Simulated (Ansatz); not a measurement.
LiH (rock salt)

```
LiH
1.0
    0.00000     2.00356     2.00356
    2.00356     0.00000     2.00356
    2.00356     2.00356     0.00000
H Li
1 1
Direct
  0.00000   0.00000   0.00000
  0.50000   0.50000   0.50000
```

In each cell atom 1 (H, nearest neighbour Li at 2.004 Å; its periodic images, 2.8 Å or more away, move with it) moves by s·(1.000, 0.000, 0.000) (along Cartesian x), the rest being held.

Method: PBE (plane waves to 420 eV, PAW, scalar-relativistic; Ansatz, a program for electronic structure). k mesh 11×11×11 (Γ-centred), Fermi-Dirac smearing 0.05 eV. E stands for the smeared free energy. LiH was relaxed with its symmetry unable to fall. The zero of ΔE is the undisplaced structure.

```
s (Å)   ΔE (meV/cell)
------  -------------
-0.400          142.2
-0.320       withheld
-0.240           38.9
-0.160           15.6
-0.080            3.6
0.000             0.0
0.080             3.6
0.160            15.6
0.240            38.9
0.320        withheld
0.400           142.2
```

Problem. Fit an even polynomial form (powers 2, 4) to the given rows and predict ΔE at s = -0.320.

Solution. Least squares on the 9 given rows: ΔE = (555.4)·s² + (2083)·s⁴, in meV/cell with s in Å; root-mean-square residual 0.02 meV/cell. At -0.320 the fit gives 78.7 meV/cell; the calculation gives 78.8 meV/cell, so the interpolation is off by -0.1 (-0.1 %). The quadratic term alone would give 56.9 meV/cell.

(A displaced cell: forces are minus the slopes of the energy, force constants its curvatures, and phonons follow from these.)
